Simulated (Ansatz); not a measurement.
**From three elastic constants to directional properties of Nb₃Sn**

These are results of DFT PBE, scalar-relativistic, plane waves, PAW in Ansatz, not measurements. Settings: 420 eV plane-wave cutoff, Γ-centred 8×8×8 mesh, Fermi-Dirac smearing of 0.15 eV. No spin polarisation.

The cell, relaxed at this level:
```
Nb Sn
1.0
     5.32164    0.00000    0.00000
     0.00000    5.32164    0.00000
     0.00000    0.00000    5.32164
Nb Sn
6 2
Direct
  0.25000 0.00000 0.50000
  0.50000 0.75000 0.00000
  0.75000 0.00000 0.50000
  0.50000 0.25000 0.00000
  0.00000 0.50000 0.75000
  0.00000 0.50000 0.25000
  0.00000 0.00000 0.00000
  0.50000 0.50000 0.50000
```

In a metal, frequencies and elastic constants depend on the k mesh and the smearing, soft modes and shear constants most.

With ions relaxed, on the cubic axes: C11 = 268.3, C12 = 108.6, C44 = 41.2 GPa. The density is 8.758 g/cm³.

Q: Is the crystal stable against strain, and how anisotropic is it?

A: Born's conditions hold: C11 + 2C12 = 485.5, C11 − C12 = 159.8 and C44 = 41.2 GPa are all positive. B = (C11 + 2C12)/3 = 161.8 GPa. The two shear moduli are C44 and C′ = (C11 − C12)/2 = 79.9 GPa, so Zener's ratio is A = C44/C′ = 0.52: the shear C44 is the soft one, as in NaCl, KCl, the halide perovskites and the bcc metals V, Nb, Cr and Mo. The Cauchy pressure C12 − C44 is 67.4 GPa; it would vanish for pair forces between atoms on inversion centres at zero pressure, and a positive value is usual with metallic or many-body binding, and where atoms off inversion centres relax under shear, which lowers C44.

Q: Give the sound speeds along the three symmetry directions.

A: The Christoffel equation gives ρv² for each branch:
```
direction branch                    ρv²    GPa v (m/s)
    [100]              L                    C11  268.3     5535
    [100]         T (×2) C44   41.2     2168
    [110]              L   (C11 + C12 + 2C44)/2  229.6     5120
    [110]   T, u ∥ [001]                    C44   41.2     2168
    [110]  T, u ∥ [1-10]          (C11 − C12)/2   79.9     3020
    [111]              L  (C11 + 2C12 + 4C44)/3  216.7     4974
    [111]         T (×2) (C11 − C12 + C44)/3   67.0     2765
```

Q: How does Young's modulus depend on direction?

A: Inverting gives S11 = 4.860, S12 = -1.400, S44 = 24.295 TPa⁻¹. Along a unit vector (l, m, n), 1/E = S11 − 2(S11 − S12 − S44/2)(l²m² + m²n² + n²l²), where the last bracket is 0, 1/4 and 1/3 for [100], [110] and [111]: E = 206, 128 and 114 GPa. With A < 1 the cube edge is stiffest. For a film on (001), the biaxial modulus is C11 + C12 − 2C12²/C11 = 289 GPa and the normal strain is −2C12/C11 = -0.81 times the in-plane one.

Cost: 2 runs of about 24 core-minutes in all, on Oxide Virtual Turin-like Processor (Zen 5) (shared hosts).